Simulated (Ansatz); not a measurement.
Na$_{2}$Au:
```xyz
6
Lattice="-3.6444 3.6444 2.8099 3.6444 -3.6444 2.8099 3.6444 3.6444 -2.8099" Properties=species:S:1:pos:R:3 pbc="T T T"
Na     2.3754     1.2690     0.0000
Na     1.2690     2.3754     2.8099
Na     2.3754    -1.2690     2.8099
Na     1.2690     4.9134     0.0000
Au     0.0000     0.0000     4.2148
Au     0.0000     0.0000     1.4049
```

Relaxed with r²SCAN.

Which orbitals make up the states near the Fermi level in r²SCAN (plane waves, PAW; program Ansatz)?

Within 0.5 eV of the Fermi level: Na 3s 62 %, Au 6s 14 %, Au 5d 5 %, outside the projected shells 19 %. Projections are on Löwdin-orthogonalised atomic valence shells; empty p or d shells of many metals are not among them.

Tabulate the density of states.

States/eV per cell of 6 atoms, in 0.25 eV bins, energy from the Fermi level.

```tsv
E (eV)	total	Au 5d	Na 3s	Au 6s
-6.90	0.00	0.00	0.00	0.00
-6.65	1.08	0.48	0.16	0.43
-6.40	1.87	0.94	0.17	0.74
-6.15	1.06	0.52	0.11	0.42
-5.90	0.85	0.41	0.09	0.33
-5.65	0.72	0.35	0.08	0.28
-5.40	0.65	0.31	0.08	0.25
-5.15	8.02	7.32	0.34	0.33
-4.90	7.23	5.89	0.66	0.63
-4.65	9.13	7.60	0.74	0.73
-4.40	18.62	17.10	0.56	0.87
-4.15	20.46	19.29	0.27	0.82
-3.90	6.58	5.12	0.25	1.16
-3.65	6.04	4.87	0.15	0.97
-3.40	4.05	3.58	0.13	0.30
-3.15	3.98	3.62	0.09	0.25
-2.90	0.41	0.09	0.07	0.23
-2.65	0.39	0.09	0.07	0.21
-2.40	0.54	0.09	0.21	0.20
-2.15	0.81	0.11	0.46	0.20
-1.90	0.88	0.11	0.55	0.18
-1.65	1.22	0.14	0.75	0.24
-1.40	1.40	0.13	0.91	0.26
-1.15	1.47	0.13	0.98	0.24
-0.90	1.54	0.12	1.02	0.25
-0.65	1.56	0.11	1.01	0.26
-0.40	1.63	0.11	1.04	0.26
-0.15	1.71	0.10	1.08	0.25
0.10	1.81	0.09	1.13	0.24
0.35	2.04	0.08	1.23	0.23
0.60	2.11	0.07	1.19	0.21
0.85	1.70	0.04	0.91	0.11
1.10	2.39	0.07	1.12	0.21
1.35	2.25	0.08	0.86	0.23
1.60	2.58	0.08	0.78	0.25
1.85	2.31	0.06	0.66	0.20
2.10	2.22	0.05	0.60	0.17
2.35	2.23	0.05	0.51	0.17
2.60	2.41	0.04	0.49	0.16
2.85	2.60	0.04	0.47	0.18
3.10	2.35	0.04	0.41	0.17
3.35	2.25	0.03	0.33	0.15
3.60	2.06	0.03	0.24	0.12
3.85	1.82	0.02	0.19	0.10
4.10	2.37	0.02	0.32	0.14
4.35	2.54	0.02	0.39	0.11
4.60	2.73	0.02	0.39	0.11
4.85	2.45	0.02	0.34	0.09
```

Space group I4/mcm. The first step of the workflow began from a Materials Project structure, measured or hypothetical; the Crystallography Open Database files this formula in space group No. 140, but the cells were not matched. Whether it is the stable phase at ambient conditions was not checked. Symmetry was held in the r²SCAN relaxation; whether a distortion lowers the energy is not shown. Spin–orbit coupling is left out wherever it is not named.

Potentials: the later of the program's two PAW sets.
